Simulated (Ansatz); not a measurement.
The start is a relaxed Pt cell, doubled along one cell vector, shaken by Gaussian noise of σ = 0.08 Å a coordinate. The cell and all atomic positions are relaxed at zero pressure with r2SCAN (plane waves to 500 eV, PAW, scalar-relativistic; Ansatz, a first-principles code). First-step values are on the input's coarse k-mesh.

Ansatz input (later rounds restart from its end on a renewed k-mesh):
Ansatz 0.2 input:
```yaml
crystal:
  lattice:
    - [2.7609448036, 0, 0]
    - [-2.7609448036, 4.7820966767, 0]
    - [0, 0, 9.2930157118]
  atoms:
    - { symbol: Pt, position: [-0.0058842242, 0.0039605079, -0.0055198931] }
    - { symbol: Pt, position: [0.0170748222, 0.5077289341, -0.0077662994] }
    - { symbol: Pt, position: [-0.0120881526, 0.0063294122, 0.5097556773] }
    - { symbol: Pt, position: [0.0115767947, 0.5279180545, 0.5101476718] }
    - { symbol: Pt, position: [0.6709282281, 0.1722582586, 0.7516799588] }
    - { symbol: Pt, position: [0.6437549831, 0.6439552129, 0.7474562629] }
    - { symbol: Pt, position: [0.3676248742, 0.341254874, 0.2505308113] }
    - { symbol: Pt, position: [0.2842164098, 0.7975910318, 0.2443806339] }
basis: { ecutwfc: 500, ecutrho_ratio: 4, xc_grid: 4, fft_grid_basis: typed }
kpoints: { mp_grid: { grid: [13, 7, 4] } }
hamiltonian:
  xc: r2scan
  dispersion: none
  pseudopotentials: { azcp: { folder: ./paw }, kind: paw }
scf: { occupations: { method: fermi_dirac, width: 0.05 } }
relax: { f_tol: 0.01, max_steps: 100, cell: { stress_tol: 0.02 } }
output: { forces: true, stress: true }
```

Task: What pressure does the first self-consistent step give?

Result: +4.2 GPa (positive: the cell is compressed).

Task: Which atoms feel the largest initial force, and how large is it?

Result: 2.62 eV/Å, on Pt8 (atoms numbered as listed).

Task: By how much does the energy per atom fall from start to end?

Result: 0.11 eV/atom.

Task: How does the volume per atom move from start to end?

Result: +0.9 %, from 15.34 to 15.47 Å³/atom.

Task: Is the parent structure recovered?

Result: It does not go back: it reaches I4/mmm (No. 139), AFLOW prototype A_tI2_139_a (A_a), 0.04 eV/atom below the parent.

Task: How do the shortest distances between atoms change?

Result: The closest pairs of elements (up to four, under 3.6 Å), start → end: Pt–Pt 2.53 → 2.71 Å.

Task: What band gap does the relaxed structure have at this level?

Result: No gap (metallic).

Final values are on a 22×22×22 k-mesh of the relaxed cell. No spin polarisation in the result.

The relaxed structure here is a generated cell of Pt: the first start was made by placing the elements on the sites of a structure type, and the end was not matched to a known phase here, so it may be hypothetical. Known forms of Pt include space group No. 225.
